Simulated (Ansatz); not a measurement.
Na$_{2}$Ag: relaxation (Ansatz)

input.yaml:

```yaml
crystal:
  lattice:
    - [4.373977, 0.0, 0.0]
    - [-2.186988, 3.787979, 0.0]
    - [0.0, 0.0, 3.831507]
  atoms:
    - { symbol: Na, position: [0.3333, 0.6667, 0.5] }
    - { symbol: Na, position: [0.6666, 0.3333, 0.5] }
    - { symbol: Ag, position: [0.0, 0.0, 0.0] }
  symmetry: { tolerance: 0.0003 }
kpoints:
  mp_grid: { grid: [8, 8, 8], shift: [0, 0, 0] }
magnetization:
  spin_polarized: false
scf:
  occupations: { method: fermi_dirac }
hamiltonian:
  pseudopotentials: { kind: paw }
  xc: pbe
  hubbard: { sites: [{ species: Ag, l: d, u_eff: 3.0 }], double_counting: fll }
basis:
  ecutwfc: 420
output:
  forces: true
  stress: true
  eigenvalues: true
relax:
  max_steps: 40
  cell: {}
```

Launch command:

```bash
ansatz run input.yaml --threads 1 --pin off --max-ram 2560MiB --backend cpu --events-out ev --progress --plain --runs-dir out
```

Origin of the cell: a known structure type with other elements, at an estimated volume, so it need not be a known compound.

The smearing width isn't typed, so it takes its default of 0.1 eV.

Output (shortened):

```
Warning: the atoms were moved onto the symmetric positions of the space group found under crystal.symmetry.tolerance 3.0e-4 (fractional; no operation is sought that the atoms, as they stand i […]
Na: projections on atomic orbitals take those of the free atom [He] 2s2 2p6 3s1, of charge +0.00 (hamiltonian.pseudopotentials.projection_atoms); the dataset's partial waves leave at most 1.8 […]
Ag: projections on atomic orbitals take those of the free atom [Ar 3d10] 4s2 4p6 4d10 5s1, of charge +0.00 (hamiltonian.pseudopotentials.projection_atoms); the dataset's partial waves leave a […]
Pseudopotentials: kind: paw
Pseudopotential: Na, paw, valence charge 9, recommended cutoff 420 eV (normal), Na.paw.azcp
Pseudopotential: Ag, paw, valence charge 19, recommended cutoff 420 eV (normal), Ag.paw.azcp
Functional definition: PBE
  exchange = pbe_x(kappa = kappa, mu = beta*pi^2/3)
  correlation = pbe_c(beta = beta)
Crystal: 3 atoms, lattice volume = 63.482 Å³
Basis set: ecut = 420 eV, 1267 PW (Γ), exchange–correlation on 60×60×54 points (8 copies of the dense FFT grid, shifted against one another)
Bands: 23, of which v1, the nominal top of the filled ones, is band 19 counted from 1 (18 counted from 0)
[… 7 lines left out …]
Initial density: superposition of atomic densities (chi_scale 0.1, normalization cell, long waves kept (reshape's long-wave potential 0.00 eV rms))
Functional: x = pbe(κ = 0.804, μ = 0.219515), c = pbe(β = 0.066725)
SCF iter   1: F=—  HF=-10565.218973 eV  Δρ=1.15e-1  dr2=1.16e1
SCF iter   2: F=—  HF=-10562.711356 eV  Δρ=2.83e-2  dr2=5.86e-1  defer=4
SCF iter   3: F=—  HF=-10562.579342 eV  Δρ=1.54e-2  dr2=2.24e-1  defer=4
SCF iter   4: F=—  HF=-10562.501602 eV  Δρ=3.20e-3  dr2=1.43e-2  defer=4
SCF iter   5: F=—  HF=-10562.495751 eV  Δρ=1.63e-3  dr2=1.72e-3  defer=4
SCF iter   6: F=—  HF=-10562.495299 eV  Δρ=4.97e-4  dr2=1.63e-4  defer=4
SCF iter   7: F=—  HF=-10562.495301 eV  Δρ=1.40e-4  dr2=1.50e-5  defer=4
SCF iter   8: F=—  HF=-10562.495305 eV  Δρ=3.34e-5  dr2=1.04e-6  defer=4
SCF iter   9: F=-10562.495305 eV  HF=-10562.495305 eV  Δρ=8.97e-6  dr2=6.46e-8
relax step   1: F+E_penalty+E_count = -10562.495305 eV  Δ(F+E_penalty+E_count) = +0.000e0 eV  max|allowed force component| = 1.850e-17 eV/Å  Δτ_max = 0.0000 Å  P = +5.134 GPa  Ω = 63.482 Å³ […]
relax step   2: F+E_penalty+E_count = -10562.781359 eV  Δ(F+E_penalty+E_count) = -2.861e-1 eV  max|allowed force component| = 4.626e-17 eV/Å  Δτ_max = 0.0000 Å  P = +3.379 GPa  Ω = 66.413 Å³ […]
relax step   3: F+E_penalty+E_count = -10563.022618 eV  Δ(F+E_penalty+E_count) = -2.413e-1 eV  max|allowed force component| = 2.159e-17 eV/Å  Δτ_max = 0.0000 Å  P = +1.783 GPa  Ω = 69.270 Å³ […]
relax step   4: F+E_penalty+E_count = -10563.149956 eV  Δ(F+E_penalty+E_count) = -1.273e-1 eV  max|allowed force component| = 3.469e-17 eV/Å  Δτ_max = 0.0000 Å  P = +0.686 GPa  Ω = 70.704 Å³ […]
relax step   5: F+E_penalty+E_count = -10563.177103 eV  Δ(F+E_penalty+E_count) = -2.715e-2 eV  max|allowed force component| = 3.238e-17 eV/Å  Δτ_max = 0.0000 Å  P = -0.048 GPa  Ω = 70.891 Å³ […]
[… 2 lines left out …]
relax step   8: F+E_penalty+E_count = -10563.208150 eV  Δ(F+E_penalty+E_count) = -3.027e-2 eV  max|allowed force component| = 3.547e-17 eV/Å  Δτ_max = 0.0000 Å  P = +0.844 GPa  Ω = 71.068 Å³  stress off target by 1.24e0 GPa […]
relax step   9: F+E_penalty+E_count = -10563.219536 eV  Δ(F+E_penalty+E_count) = -1.139e-2 eV  max|allowed force component| = 4.163e-17 eV/Å  Δτ_max = 0.0000 Å  P = +0.396 GPa  Ω = 72.579 Å³ […]
relax step  10: F+E_penalty+E_count = -10563.223415 eV  Δ(F+E_penalty+E_count) = -3.879e-3 eV  max|allowed force component| = 1.311e-17 eV/Å  Δτ_max = 0.0000 Å  P = +0.040 GPa  Ω = 73.924 Å³ […]
relax step  11: F+E_penalty+E_count = -10563.223517 eV  Δ(F+E_penalty+E_count) = -1.022e-4 eV  max|allowed force component| = 5.011e-17 eV/Å  Δτ_max = 0.0000 Å  P = +0.001 GPa  Ω = 74.072 Å³ […]
relax step  12: F+E_penalty+E_count = -10563.223790 eV  Δ(F+E_penalty+E_count) = -2.730e-4 eV  max|allowed force component| = 4.240e-17 eV/Å  Δτ_max = 0.0000 Å  P = -0.012 GPa  Ω = 74.072 Å³  stress off target by 1.61e-2 GPa […]
SCF 12 converged in 8 iterations: F = -10563.223790 eV  dr2 = 1.20e-12
basis re-selected at this cell: Δ(F+E_penalty+E_count) = -2.730e-4 eV, ΔP = -0.013 GPa vs the last step (what re-selecting the basis moved, of the pressure what is left beyond the Pulay corre […]
SCF converged after 8 iterations
Free energy (F): -10563.223790 eV
Harris-Foulkes:  -10563.223790 eV  (|F-HF|=1.82e-12)
Internal energy: -10563.187152 eV  (E = F + TS)
E sigma→0 (E₀):  -10563.205471 eV
Entropy (-TS):   -0.036638 eV (-12.213 meV/atom)
Fermi energy:    6.197460 eV
--- Per-component energies (eV) ---
  E_band       = -856.798748
  E_kinetic    = 769.177652
  E_local      = -5848.050779  (includes V_loc(G=0)·N_el)
  E_nonlocal   = 310.748151
  E_hartree    = 2376.322025
  E_xc         = -261.947307
  E_vxc        = -333.784099  (∫ρ·V_xc dr)
  E_hubbard    = 0.081911  (on-site DFT+U / exact-exchange correction)
  E_vhub       = -14.753785  (the Hubbard potential's part of the band-sum identity)
  E_paw        = -4429.074256  (= ΣΔE_a)
  E_vpaw       = -492.780183  (= ΣTr[D̂ρ^β])
  E_aug_tail   = 0.000245  (compensation charges beyond the density's cutoff)
  E_ewald      = -3480.444795
  E_smearing   = -0.036638  (= −TS)
  Σ components = -10563.223790   (vs F -10563.223790, Δ=0.00e0)
--- Forces (eV/Å), atoms counted from 1 ---
  atom   1  Na     0.000000     0.000000     0.000000
  atom   2  Na    -0.000000    -0.000000    -0.000000
  atom   3  Ag     0.000000     0.000000     0.000000
  max |Σ_I F_I| component: 4.63e-18 eV/Å
--- Stress (GPa, compression-positive) ---
       -0.009527      -0.000000       0.000000
       -0.000000      -0.009527       0.000000
        0.000000       0.000000      -0.016132
  P = ⅓ Tr σ = -0.0117 GPa (-0.117 kbar)
Occupation matrices written to <dir>
--- Relaxed structure (10 steps of the walk, 10 accepted, 2 SCFs on fresh bases) ---
  F+E_penalty+E_count = -10563.223790 eV   max|allowed force component| = 4.240e-17 eV/Å   (the final SCF, on the basis selected at the relaxed cell)
  cell:  # Å, volume = 74.0724 Å³
    - [5.242186, -3.459e-7, 0.0]
    - [-2.621093, 4.539866, 0.0]
    - [0.0, 0.0, 3.112441]
  atoms:
    - { symbol: Na, position: [0.333333, 0.666667, 0.500000] }
    - { symbol: Na, position: [0.666667, 0.333333, 0.500000] }
    - { symbol: Ag, position: [-1.696e-17, 0.0, 0.0] }
```

Caveats: no dispersion correction, so spacings can come out too large where layers or molecules are weakly bound; no moments, though an odd count or open d shells may carry them; the relaxation held the start's symmetry, so the end may be a saddle point.

It ran for 63 s on 1 thread of Intel(R) Xeon(R) Platinum 8259CL CPU @ 2.50GHz (Skylake/Cascade Lake), on a shared host, peak memory 0.48 GiB, from the program's own first density.
